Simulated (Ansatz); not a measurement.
ScAl in space group Cmcm (No. 63; Sc on 4c, Al on 4c), the program Ansatz at the LDA level (PAW), all energies at zero smearing, with the estimated change up to a 700 eV cutoff added, with one set of potentials and settings (totals compare only within such a set). Cell of 4 atoms (2 Sc, 2 Al): -5205.474 eV.

| element | reference phase | E (eV/atom) |
|---|---|---|
| Sc | P6_3/mmc, 2 atoms in the cell | -2089.0154 |
| Al | Fm-3m, 1 atoms in the cell | -512.8755 |

Formation energy per atom, worked out: (-5205.474 − 2×(-2089.0154) − 2×(-512.8755))/4 = -0.423 eV/atom (-41 kJ per mol of atoms), at 0 K, without zero-point energy or fitted corrections.

The first step of the workflow began from a Materials Project structure, measured or hypothetical; the Crystallography Open Database copy checked does not list it. Whether it is the stable phase at ambient conditions was not checked. Symmetry was held in the LDA relaxation; whether a distortion lowers the energy is not shown. The run is not spin-polarised. The references are the lowest solids computed at this level, not always the standard phases.

Potentials: the later of the program's two PAW sets.
